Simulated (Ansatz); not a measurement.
Cs:
```cif
data_Cs
_chemical_formula_sum 'Cs1'
_space_group_name_H-M_alt 'P 1'
_space_group_IT_number 1
_cell_length_a 5.35260
_cell_length_b 5.35260
_cell_length_c 5.35260
_cell_angle_alpha 60.000
_cell_angle_beta 60.000
_cell_angle_gamma 60.000
loop_
_space_group_symop_operation_xyz
  'x, y, z'
loop_
_atom_site_label
_atom_site_type_symbol
_atom_site_fract_x
_atom_site_fract_y
_atom_site_fract_z
_atom_site_occupancy
Cs1 Cs 0.00000 0.00000 0.00000 1
```

Relaxed with PBEsol.

Which orbitals make up the states near the Fermi level in DFT-PBEsol in the program Ansatz with PAW potentials?

Within 0.5 eV of the Fermi level: Cs 6s 84 %, outside the projected shells 14 %. Projections are on Löwdin-orthogonalised atomic valence shells; empty p or d shells of many metals are not among them.

Tabulate the density of states.

States/eV per cell of 1 atom, in 0.25 eV bins, energy from the Fermi level.

```tsv
E (eV)	total	Cs 6s	Cs 5p
-7.85	0.00	0.00	0.00
-7.60	0.00	0.00	0.00
-7.35	0.00	0.00	0.00
-7.10	0.00	0.00	0.00
-6.85	0.00	0.00	0.00
-6.60	0.00	0.00	0.00
-6.35	0.00	0.00	0.00
-6.10	0.00	0.00	0.00
-5.85	0.00	0.00	0.00
-5.60	0.00	0.00	0.00
-5.35	0.00	0.00	0.00
-5.10	0.00	0.00	0.00
-4.85	0.00	0.00	0.00
-4.60	0.00	0.00	0.00
-4.35	0.00	0.00	0.00
-4.10	0.00	0.00	0.00
-3.85	0.00	0.00	0.00
-3.60	0.00	0.00	0.00
-3.35	0.00	0.00	0.00
-3.10	0.00	0.00	0.00
-2.85	0.00	0.00	0.00
-2.60	0.00	0.00	0.00
-2.35	0.00	0.00	0.00
-2.10	0.00	0.00	0.00
-1.85	0.00	0.00	0.00
-1.60	0.15	0.14	0.00
-1.35	0.29	0.28	0.00
-1.10	0.41	0.40	0.01
-0.85	0.53	0.51	0.01
-0.60	0.67	0.64	0.02
-0.35	0.85	0.80	0.02
-0.10	1.17	1.07	0.02
0.15	1.43	1.22	0.02
0.40	1.44	1.02	0.01
0.65	1.05	0.38	0.00
0.90	2.43	0.27	0.00
1.15	3.19	0.12	0.00
1.40	3.79	0.06	0.00
1.65	2.40	0.03	0.00
1.90	1.64	0.01	0.00
2.15	1.29	0.01	0.00
2.40	1.74	0.09	0.00
2.65	4.29	0.11	0.00
2.90	2.37	0.05	0.00
3.15	1.74	0.02	0.00
3.40	1.81	0.04	0.00
3.65	3.46	0.10	0.00
3.90	2.32	0.05	0.00
4.15	2.12	0.04	0.00
4.40	3.59	0.04	0.00
4.65	4.09	0.08	0.00
```

Space group Fm-3m (fcc (Cu type)). The workflow started from a Materials Project entry (that database holds measured and hypothetical structures alike); the Crystallography Open Database files this formula in space group No. 225, but the cells were not matched. It is not the phase usual at ambient conditions (space group No. 229). The cell was relaxed with PBEsol under the symmetry of its start; its stability against distortions is not shown here. Spin–orbit coupling is left out wherever it is not named.

Potentials: the later of the program's two PAW sets.
